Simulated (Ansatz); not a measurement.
Trial structure of YAl₃N₄, not yet relaxed:

```yaml
crystal:
  lattice:
    - [4.81668, 0.00000, 0.00000]
    - [0.00000, 4.81668, 0.00000]
    - [0.00000, 0.00000, 4.81668]
  atoms:
    - { symbol: Y, position: [0.50000, 0.50000, 0.50000] }
    - { symbol: Al, position: [0.50000, 0.00000, 0.00000] }
    - { symbol: Al, position: [0.00000, 0.00000, 0.50000] }
    - { symbol: Al, position: [0.00000, 0.50000, 0.00000] }
    - { symbol: N, position: [0.75000, 0.25000, 0.75000] }
    - { symbol: N, position: [0.75000, 0.75000, 0.25000] }
    - { symbol: N, position: [0.25000, 0.25000, 0.25000] }
    - { symbol: N, position: [0.25000, 0.75000, 0.75000] }
```

Theory: DFT PBE, scalar-relativistic, plane waves, PAW (Ansatz 0.2.0). Plane waves to 420 eV, a k mesh through Γ of 4×4×4 on the computed 8-atom cell and Gaussian smearing (0.10 eV); no spin polarisation.

The zero of energy is the elements' standard structures at the same level (N₂ as a molecule); no fitted shifts are applied.

**Question.** How far from equilibrium is it?

**Answer.** The pressure is -9.1 GPa (it wants to contract), the largest force is 4.02 eV/Å, and the energy is −0.94 eV/atom against the elements. The shortest distance is 2.09 Å.

**Question.** Is it a good guess?

**Answer.** A rough one: relaxing gains about 0.24 eV/atom in 9 ionic steps and ends at −1.179 eV/atom on the finer mesh. The symmetry stays P-43m (No. 215). The volume per atom shrinks by 11.1 %, from 14.0 to 12.4 Å³. The shortest distance goes from 2.09 Å (Al–N and Y–N) to 1.95 Å (Al–N). Conventional cell: a = 4.632 Å. Around Y lie 4 N at 2.18 Å and 12 Al at 3.28 Å; Al is surrounded by 4 N at 1.95 Å, 4 Y at 3.28 Å and 8 Al at 3.28 Å; N is surrounded by 3 Al at 1.95 Å and 1 Y at 2.18 Å.

The last run used a 6×6×6 mesh for its 8-atom cell and Gaussian smearing of 0.02 eV. The relaxation can't lower the symmetry of the start, and the grade says only how near the guess is to its own end. Symmetry constrained the relaxation, so the result can be a saddle point. Another cell of YAl3N4 relaxed alike, in I-42m, lies 59 meV/atom lower, so this cell isn't the stable form at this level.
